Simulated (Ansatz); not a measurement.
Given:

CdCl$_{2}$:
```cif
data_CdCl2
_chemical_formula_sum 'Cd1 Cl2'
_space_group_name_H-M_alt 'P 1'
_space_group_IT_number 1
_cell_length_a 6.07304
_cell_length_b 6.07304
_cell_length_c 6.07304
_cell_angle_alpha 36.132
_cell_angle_beta 36.132
_cell_angle_gamma 36.132
loop_
_space_group_symop_operation_xyz
  'x, y, z'
loop_
_atom_site_label
_atom_site_type_symbol
_atom_site_fract_x
_atom_site_fract_y
_atom_site_fract_z
_atom_site_occupancy
Cd1 Cd 0.00000 0.00000 0.00000 1
Cl1 Cl 0.74988 0.74988 0.74988 1
Cl2 Cl 0.25012 0.25012 0.25012 1
```

This is the LDA-relaxed structure.

Problem. All from the program Ansatz at the LDA level (PAW), unless another level is named. Predict the electron effective mass with spin–orbit coupling.

Solution. 0.32, 0.32, 0.34 mₑ (principal values).

Problem. What about the HSE06 gap on the LDA cell?

Solution. 5.10 eV.

Problem. Give the band gap.

Solution. 3.33 eV (indirect).

Problem. What about the smallest direct gap on the standard path?

Solution. 3.58 eV.

Space group R-3m. The first step of the workflow began from a Materials Project structure, measured or hypothetical; the Crystallography Open Database files this formula in space group No. 166, but the cells were not matched. Its standing as an ambient phase is unchecked. The LDA relaxation kept the symmetry of its start; whether a distortion lowers the energy is not shown. A crystal of weakly bound layers computed without a dispersion correction: the cell and the soft elastic constants depend strongly on that. Scalar-relativistic: spin–orbit coupling is off unless named, which matters more the heavier the elements.

Potentials: the later of the program's two PAW sets.
